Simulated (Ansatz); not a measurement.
BeS (rock salt, space group No. 225) under volume change, the program Ansatz at the PBE level (PAW), scaled uniformly.

```
V (Å³/atom)  E − E(relaxed) (meV/atom)  P (GPa)
-----------  -------------------------  -------
11.285                            39.3    12.16
11.657                             [?]      [?]
12.029                             4.0     3.48
12.401                             0.0     0.01
12.773                             [?]      [?]
13.145                            13.6    -5.60
13.517                            29.3    -7.85
```

### Question
Complete the blanks.

### Answer

- 12.773, E − E(relaxed) (meV/atom): 3.6
- 12.773, P (GPa): -3.00
- 11.657, E − E(relaxed) (meV/atom): 16.6
- 11.657, P (GPa): 7.50

### Question
What does a third-order Birch–Murnaghan fit give for V₀, B₀ and B′?

### Answer
V₀ = 12.40 Å³/atom, B₀ = 108 GPa, B′ = 3.8.

Space group Fm-3m (rock salt). A made-up cell: these elements were put on the sites of a structure type; neither database checked (COD, Materials Project) lists it. COD files the formula under space group No. 216, so this cell is another polymorph or a model. Whether it is the stable phase at ambient conditions was not checked. The PBE relaxation kept the symmetry of its start. At this level the phase is dynamically unstable (imaginary phonons).

Potentials: the later of the program's two PAW sets.
